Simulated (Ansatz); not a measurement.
Ta2N:
```cif
data_N3Ta6
_chemical_formula_sum 'Ta6 N3'
_space_group_name_H-M_alt 'P-31m'
_space_group_IT_number 162
_space_group_name_Hall '-P 3 2'
_cell_length_a 5.29091
_cell_length_b 5.29091
_cell_length_c 4.93050
_cell_angle_alpha 90.000
_cell_angle_beta 90.000
_cell_angle_gamma 120.000
loop_
_atom_site_label
_atom_site_type_symbol
_atom_site_symmetry_multiplicity
_atom_site_Wyckoff_symbol
_atom_site_fract_x
_atom_site_fract_y
_atom_site_fract_z
_atom_site_occupancy
Ta1 Ta 6 k 0.33303 0.33303 0.24685 1
N1 N 2 d 0.33333 0.66667 0.50000 1
N2 N 1 a 0.00000 0.00000 0.00000 1
```

Relaxed with r²SCAN.

Task: Which orbitals make up the states near the Fermi level in r²SCAN in the plane-wave PAW code Ansatz?

Result: Within 0.5 eV of the Fermi level: Ta 5d 87 %, N 2p 5 %. Projections are on Löwdin-orthogonalised atomic valence shells; empty p or d shells of many metals are not among them.

Task: Tabulate the density of states.

Result: States/eV per cell of 9 atoms, in 0.25 eV bins, energy from the Fermi level.

| E (eV) | total | Ta 5d | N 2p | Ta 6s |
|---|---|---|---|---|
| -7.85 | 4.36 | 1.17 | 2.38 | 0.60 |
| -7.60 | 3.96 | 1.13 | 2.20 | 0.45 |
| -7.35 | 4.90 | 1.41 | 2.85 | 0.43 |
| -7.10 | 6.29 | 1.86 | 3.87 | 0.34 |
| -6.85 | 7.22 | 2.29 | 4.53 | 0.17 |
| -6.60 | 7.80 | 2.27 | 5.06 | 0.20 |
| -6.35 | 6.88 | 1.82 | 4.67 | 0.14 |
| -6.10 | 4.71 | 1.14 | 3.31 | 0.06 |
| -5.85 | 5.65 | 1.20 | 4.11 | 0.07 |
| -5.60 | 0.26 | 0.09 | 0.09 | 0.06 |
| -5.35 | 0.33 | 0.14 | 0.07 | 0.10 |
| -5.10 | 0.48 | 0.22 | 0.09 | 0.15 |
| -4.85 | 0.70 | 0.35 | 0.12 | 0.21 |
| -4.60 | 1.42 | 0.83 | 0.18 | 0.36 |
| -4.35 | 2.21 | 1.53 | 0.21 | 0.41 |
| -4.10 | 3.15 | 2.46 | 0.21 | 0.40 |
| -3.85 | 3.75 | 2.95 | 0.23 | 0.47 |
| -3.60 | 4.84 | 3.74 | 0.31 | 0.62 |
| -3.35 | 5.23 | 4.06 | 0.33 | 0.65 |
| -3.10 | 8.05 | 6.54 | 0.37 | 0.77 |
| -2.85 | 6.53 | 5.45 | 0.27 | 0.50 |
| -2.60 | 4.83 | 3.96 | 0.22 | 0.39 |
| -2.35 | 4.56 | 3.80 | 0.25 | 0.31 |
| -2.10 | 8.99 | 7.47 | 0.54 | 0.51 |
| -1.85 | 5.54 | 4.67 | 0.31 | 0.28 |
| -1.60 | 5.84 | 4.81 | 0.42 | 0.36 |
| -1.35 | 4.45 | 3.72 | 0.32 | 0.21 |
| -1.10 | 2.96 | 2.55 | 0.20 | 0.10 |
| -0.85 | 2.24 | 1.97 | 0.12 | 0.06 |
| -0.60 | 2.41 | 2.13 | 0.10 | 0.06 |
| -0.35 | 2.54 | 2.23 | 0.09 | 0.07 |
| -0.10 | 2.79 | 2.44 | 0.11 | 0.08 |
| 0.15 | 2.97 | 2.61 | 0.15 | 0.06 |
| 0.40 | 4.78 | 4.13 | 0.34 | 0.10 |
| 0.65 | 4.74 | 4.14 | 0.33 | 0.10 |
| 0.90 | 4.95 | 4.38 | 0.31 | 0.11 |
| 1.15 | 5.39 | 4.82 | 0.30 | 0.11 |
| 1.40 | 4.27 | 3.85 | 0.23 | 0.08 |
| 1.65 | 5.01 | 4.47 | 0.31 | 0.08 |
| 1.90 | 5.58 | 4.91 | 0.40 | 0.10 |
| 2.15 | 4.24 | 3.74 | 0.31 | 0.07 |
| 2.40 | 4.78 | 4.25 | 0.32 | 0.07 |
| 2.65 | 7.15 | 6.27 | 0.51 | 0.12 |
| 2.90 | 7.10 | 6.09 | 0.54 | 0.18 |
| 3.15 | 6.66 | 5.52 | 0.60 | 0.16 |
| 3.40 | 6.23 | 5.19 | 0.48 | 0.18 |
| 3.65 | 6.48 | 5.32 | 0.45 | 0.25 |
| 3.90 | 8.12 | 6.38 | 0.63 | 0.39 |
| 4.15 | 8.22 | 6.54 | 0.62 | 0.34 |
| 4.40 | 8.13 | 6.17 | 0.68 | 0.48 |
| 4.65 | 10.22 | 7.63 | 0.96 | 0.67 |

The first step of the workflow began from a Materials Project structure, measured or hypothetical; the Crystallography Open Database copy checked does not list it. Whether it is the stable phase at ambient conditions was not checked. The cell was relaxed with r²SCAN under the symmetry of its start; whether a distortion lowers the energy is not shown. The run is not spin-polarised. With an odd number of electrons in the cell and no spin polarisation, the count alone makes it a metal. Spin–orbit coupling is left out wherever it is not named.

Potentials: the later of the program's two PAW sets.
